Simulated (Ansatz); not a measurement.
In plane-wave PAW r²SCAN (Ansatz code), TiSnS in the tetragonal phase (P4/nmm; Ti on 2c, Sn on 2a, S on 2c) relaxes to a = 3.837 Å, c = 7.806 Å. Against the elements it lies at -0.60 eV/atom, with no fitted shifts.

Electronic character: metallic (no gap). The magnetic state found is ferromagnetic. The net moment is 0.10 μB per atom.

The start of the workflow was typed in or built on a structure type; neither database checked (COD, Materials Project) lists it. Its standing as an ambient phase is unchecked. The cell was relaxed with r²SCAN under the symmetry of its start; whether a distortion lowers the energy is not shown. The final state is ferromagnetic, the only order run, not a proven ground state. Other orbital occupations within this spin state were not tried. No Hubbard U is applied. The compound may be a true metal, but semilocal functionals without U, or a wrong spin order, can also close a gap. The references are the lowest solids computed at this level, not always the standard phases. Scalar-relativistic: spin–orbit coupling is off unless named, which matters more the heavier the elements.

Potentials: the later of the program's two PAW sets.
